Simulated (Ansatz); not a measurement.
LuSe (rock salt, Fm-3m), plane-wave PAW PBE (Ansatz code), all energies at zero smearing, with the estimated change up to a 700 eV cutoff added, with one set of potentials and settings (totals compare only within such a set). Cell of 2 atoms (1 Se, 1 Lu): -20204.548 eV.

| element | reference phase | E (eV/atom) |
|---|---|---|
| Se | P3_121, 3 atoms in the cell | -5469.0798 |
| Lu | P6_3/mmc, 2 atoms in the cell | -14732.4262 |

Formation energy per atom, worked out: (-20204.548 − 1×(-5469.0798) − 1×(-14732.4262))/2 = -1.521 eV/atom (-147 kJ per mol of atoms), at 0 K, without zero-point energy or fitted corrections.

The workflow started from an entry of the Crystallography Open Database (COD). Whether it is the stable phase at ambient conditions was not checked. The cell was relaxed with PBE under the symmetry of its start; whether a distortion lowers the energy is not shown. The references are the lowest solids computed at this level, not always the standard phases. Scalar-relativistic: spin–orbit coupling is off unless named, which matters more the heavier the elements.

Potentials: the later of the program's two PAW sets.
